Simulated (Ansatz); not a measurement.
# Structure types of Pb at zero pressure (with spin–orbit coupling)

Structure types of Pb are relaxed in primitive cells with their symmetry kept at 0 GPa, first on PAW files, then by LAPW. The enthalpy is E + pV at zero temperature, without zero-point motion. Only the types listed were tried, and differences under about 5 meV/atom are mesh noise.

All numbers are LDA results (with spin–orbit coupling) from Ansatz 0.2.0, with Fermi–Dirac smearing of 0.05 eV, no spin polarisation. Methods: LAPW: all electrons, basis error target 0.5 meV/atom; PAW: frozen-core files, cutoff 420 eV.

k meshes: fcc 15×15×15, bcc 15×15×15, hcp 14×14×8, sc 13×13×13, diamond 11×11×11.

The PAW files were made under PBE.

```tsv
start type	ends as	a, b, c (Å)	V (Å³/atom)	H − H(lowest), LAPW (meV/atom)
fcc	fcc, Fm-3m	4.879, 4.879, 4.879	29.04	0.0
bcc	bcc, Im-3m	3.873, 3.873, 3.873	29.06	?
hcp	hcp, P6_3/mmc	3.440, 3.440, 5.652	28.96	8.0
sc	sc, Pm-3m	3.153, 3.153, 3.153	31.35	98.2
diamond	diamond, Fd-3m	6.844, 6.844, 6.844	40.07	?
```

Give the missing entry: row "bcc", column "H − H(lowest), LAPW (meV/atom)".

26.0.

Give the missing entry: row "diamond", column "H − H(lowest), LAPW (meV/atom)".

220.2.
